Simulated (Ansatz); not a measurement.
NiIrN2:
Space group R-3m, hexagonal axes (No. 166); a = b = 3.0373 Å, c = 17.3044 Å, α = β = 90.00°, γ = 120.00°

```csv
atom,site,symmetry,x,y,z
Ir,3b,-3m,0.0000,0.0000,0.5000
Ni,3a,-3m,0.0000,0.0000,0.0000
N,6c,3m,0.0000,0.0000,0.1042
```
(The calculation used a cell of 4 atoms; values per cell refer to that cell.)

Relaxed at zero pressure with the program Ansatz at the PBE level (PAW).

Question: The volume is lowered by 6 % and shape and atoms relax at that volume. What pressure results, and how do the axes share the change?

Answer: 11.2 GPa; a -3.7 %, b -3.7 %, c 1.3 %; the energy rises by 24 meV/atom.

Question: Give the new structure.

Answer: 
Space group R-3m, hexagonal axes (No. 166); a = 2.925 Å, b = 2.925 Å, c = 17.534 Å, α = 90.00°, β = 90.00°, γ = 120.00°

| atom | site | symmetry | x | y | z |
|---|---|---|---|---|---|
| Ir | 3b | -3m | 0.0000 | 0.0000 | 0.5000 |
| Ni | 3a | -3m | 0.0000 | 0.0000 | 0.0000 |
| N | 6c | 3m | 0.0000 | 0.0000 | 0.1013 |

The phase is kept; no other phase was compared at this pressure.

The start of the workflow was typed in or built on a structure type; neither database checked (COD, Materials Project) lists it. Its standing as an ambient phase is unchecked. Symmetry was held in the PBE relaxation; its stability against distortions is not shown here. The workflow began spin-polarised and lost its moments. Its formation energy is positive at this level, so the cell may be metastable or incomplete. Scalar-relativistic: spin–orbit coupling is off unless named, which matters more the heavier the elements.

Potentials: the earlier of the program's two PAW sets.
